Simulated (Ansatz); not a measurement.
**Compressing C: a fit and a missing row**

C, P6/mmm, a = 4.824 Å, c = 4.155 Å. This isn't the element's structure at ambient conditions. Ansatz: r2SCAN, PAW, 500 eV, Γ-centred 12×12×8 mesh on 10 atoms, Gaussian smearing 0.10 eV; no spin polarisation. Shape and atoms are relaxed at each volume; pressure is positive in compression.

| V (Å³/atom) | P (GPa) |
| --- | --- |
| 7.369 | ? |
| 7.620 | 27.76 |
| 7.871 | 17.19 |
| 8.122 | 8.06 |
| 8.374 | 0.02 |
| 8.625 | -7.05 |
| 8.876 | -13.24 |
| 9.211 | -20.28 |

Task: Take V0 = 8.374 Å³/atom, count pressures from its P0 = 0.02 GPa, fit the third-order Birch–Murnaghan form to the other rows, and predict the missing pressure.

Result: With the Eulerian strain f = ½[(V0/V)^(2/3) − 1] and y = (P − P0)/[3f(1 + 2f)^(5/2)], the form is the line y = B0 + 1.5 B0 (B0′ − 4) f. Rows (f, y): 0.03246, 243.4; 0.02108, 244.9; 0.01029, 247.5; -0.00975, 253.9; -0.01903, 255.9; -0.03077, 257.8. Means f = 0.0007133, y = 250.57; Σ(Δf)² = 0.003005, ΣΔfΔy = -0.7402; the slope is their ratio. y = 250.7 − 246.3 f GPa, so B0 = 250.7 GPa and B0′ = 4 + 2 × (-246.3)/(3 × 250.7) = 3.35. At V = 7.369, f = 0.04449, y = 239.74 and P = 39.62 GPa. The run gave 39.97 GPa, so the fit is 0.35 GPa too low, a small miss on the scale of the series.